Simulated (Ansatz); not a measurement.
TePtSe:
```yaml
crystal:
  lattice:
    - [3.89005, 0.00000, 0.00000]
    - [-1.94503, 3.36888, 0.00000]
    - [0.00000, 0.00000, 4.88407]
  atoms:
    - { symbol: Te, position: [0.00000, 0.00000, 0.27121] }
    - { symbol: Pt, position: [0.33333, 0.66667, 0.99028] }
    - { symbol: Se, position: [0.66667, 0.33333, 0.73851] }
```

Relaxed with LDA. Special points in fractions of this cell's reciprocal vectors: Γ (0.000, 0.000, 0.000); M (0.500, 0.000, 0.000); K (0.333, 0.333, 0.000); A (0.000, 0.000, 0.500); L (0.500, 0.000, 0.500); H (0.333, 0.333, 0.500).

**Question.** List the band energies nearest the Fermi level at these points for DFT-LDA in the program Ansatz with PAW potentials.

**Answer.** In eV from the Fermi level; about four levels below and three above (degenerate sets whole), none deeper than 8.9 eV; points with the same levels are listed once.

```json
[
 {"k": "Γ", "below": "-3.81 -3.81 -2.57 -0.78 -0.78", "above": "1.06 1.06 1.27"},
 {"k": "M", "below": "-3.67 -3.40 -3.23 -2.88", "above": "0.31 2.70 4.50"},
 {"k": "K", "below": "-2.00 -1.82 -1.69 -0.35", "above": "0.18 3.23 6.94"},
 {"k": "A", "below": "-2.75 -1.56 -1.56 -1.49", "above": "2.46 2.46 4.64"},
 {"k": "L", "below": "-3.41 -3.18 -2.47 -0.86", "above": "0.47 1.44 4.54"},
 {"k": "H", "below": "-4.12 -3.47 -2.67 -2.56", "above": "2.28 2.89 5.86"}
]
```

Space group P3m1. The workflow started from a Materials Project entry (that database holds measured and hypothetical structures alike); the Crystallography Open Database copy checked does not list it. With Te and Se taken as one species the cell has the higher symmetry P-3m1, so it may be an ordered model of a mixed-site phase. Its standing as an ambient phase is unchecked. Symmetry was held in the LDA relaxation; its stability against distortions is not shown here. The run is not spin-polarised. A crystal of weakly bound layers computed without a dispersion correction: the cell and the soft elastic constants depend strongly on that. Scalar-relativistic: spin–orbit coupling is off unless named, which matters more the heavier the elements.

Potentials: the later of the program's two PAW sets.
